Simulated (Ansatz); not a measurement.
B, A15: geometry optimisation

These are results of DFT, LDA (PW92), plane waves (420 eV) with PAW, scalar-relativistic in Ansatz, not measurements. The PAW files were generated under PBE, with cores re-solved for the functional.

k-point mesh 7×7×7, Fermi-Dirac smearing 0.1 eV, no spin polarisation. Cell and atoms relax.

Starting structure:

```xyz
8
Lattice="3.7428 0.0000 0.0000 0.0000 3.7428 0.0000 0.0000 0.0000 3.7428" Properties=species:S:1:pos:R:3 pbc="T T T"
B     0.0000    0.0000    0.0000
B     1.8714    1.8714    1.8714
B     0.9357    0.0000    1.8714
B     2.8071    0.0000    1.8714
B     1.8714    0.9357    0.0000
B     1.8714    2.8071    0.0000
B     0.0000    1.8714    0.9357
B     0.0000    1.8714    2.8071
```

What cell does the relaxation end in?

Pm-3n with a = 3.623 Å; 5.94 Å³ per atom against 6.55 at the start (-9.3 %).

How much energy does the relaxation gain?

43.4 meV per atom.
